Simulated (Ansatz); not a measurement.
Given:

InAs:
```cif
data_As4In4
_chemical_formula_sum 'In4 As4'
_space_group_name_H-M_alt 'Fm-3m'
_space_group_IT_number 225
_space_group_name_Hall '-F 4 2 3'
_cell_length_a 5.65169
_cell_length_b 5.65169
_cell_length_c 5.65169
_cell_angle_alpha 90.000
_cell_angle_beta 90.000
_cell_angle_gamma 90.000
loop_
_atom_site_label
_atom_site_type_symbol
_atom_site_symmetry_multiplicity
_atom_site_Wyckoff_symbol
_atom_site_fract_x
_atom_site_fract_y
_atom_site_fract_z
_atom_site_occupancy
In1 In 4 b 0.50000 0.50000 0.50000 1
As1 As 4 a 0.00000 0.00000 0.00000 1
```
(The calculation used a cell of 2 atoms; values per cell refer to that cell.)

This is the PBEsol-relaxed structure.

Q: All from plane-wave PAW PBEsol (Ansatz code), unless another level is named. Predict the Hill bulk and shear moduli.

A: 71.5 and 29.5 GPa.

Q: And the elastic constants (relaxed ions, GPa)?

A: C11 = 149, C12 = 32.7, C44 = 18.0.

Q: Predict the highest zone-centre frequency.

A: 122 cm^-1.

The workflow started from a Materials Project entry (that database holds measured and hypothetical structures alike); the Crystallography Open Database copy checked does not list it. It is not the phase usual at ambient conditions (space group No. 216). The PBEsol relaxation kept the symmetry of its start; of distortions, only those at the zone centre were tested. As this level gives no gap, shear constants depend on the k-mesh and smearing (Fermi–Dirac, 0.1 eV here). As this level gives no gap, phonon frequencies hold no LO–TO term and depend on the k-mesh and smearing (Fermi–Dirac, 0.1 eV here).

Potentials: the later of the program's two PAW sets.
